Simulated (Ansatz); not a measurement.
With plane-wave PAW LDA (Ansatz code), GeAs in the monoclinic phase (C2/m; Pearson symbol mS24) relaxes to a = 14.987 Å, b = 3.800 Å, c = 9.282 Å, β = 98.6°. Ge on 4i has 4 nearest neighbours from 2.43 Å (tetrahedral); Ge on 4i has 4 nearest neighbours from 2.45 Å (tetrahedral); As on 4i has 3 nearest neighbours from 2.46 Å (trigonal pyramidal). Its formation energy from the elements is -0.023 eV/atom, with no fitted shifts.

The Kohn–Sham gap is 0.09 eV (indirect). The electron mass is 0.062, 0.073, 0.18 mₑ (principal values). The hole mass is 0.11, 0.35, 0.49 mₑ (principal values).

The bulk modulus is 38.1 GPa.

The start of the workflow was typed in or built on a structure type; neither database checked (COD, Materials Project) lists it. Its standing as an ambient phase is unchecked. The cell was relaxed with LDA under the symmetry of its start; whether a distortion lowers the energy is not shown. The volume moved by -23 % from the start of the relaxation. A crystal of weakly bound layers computed without a dispersion correction: the cell and the soft elastic constants depend strongly on that. The references are the lowest solids computed at this level, not always the standard phases. Scalar-relativistic: spin–orbit coupling is off unless named, which matters more the heavier the elements.

Potentials: the later of the program's two PAW sets.
